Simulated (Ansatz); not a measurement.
# TiTe₂: axial (c/a) deformation path

These are results of DFT PBE+D3(BJ), scalar-relativistic, plane waves, PAW in Ansatz 0.2.0, not measurements. Cutoff 420 eV, Γ-centred 18×18×8 k-points, Gaussian smearing of 0.15 eV. No spin polarisation. Energies are free energies at this smearing, counted from the undisturbed cell; pressure is positive in compression.

The undisturbed cell (as given, not relaxed at this level; it stands at -2.0 GPa, and it needn't be the usual structure):

```
Ti Te
1.0
     3.77700    0.00000    0.00000
    -1.88850    3.27098    0.00000
     0.00000    0.00000    6.49800
Ti Te
1 2
Cartesian
  0.0000 0.0000 0.0000
  1.8885 1.0903 1.7077
  0.0000 2.1807 4.7903
```

At fixed volume and fractional coordinates, lengths along (0.000, 0.000, 1.000) are scaled against those across it; ρ is that ratio over its starting value. The cell is metallic on the mesh throughout.

```csv
ρ,ΔE (meV/atom),pressure (GPa)
0.850,81.7,-1.2
0.920,?,?
0.960,8.4,-1.8
1.000,0.0,-2.0
1.100,14.2,-2.4
1.200,72.2,-2.9
```

(1) Give the withheld values.

Results:

(1) ΔE (meV/atom) at ρ = 0.920: 25.7; pressure (GPa) at ρ = 0.920: -1.6.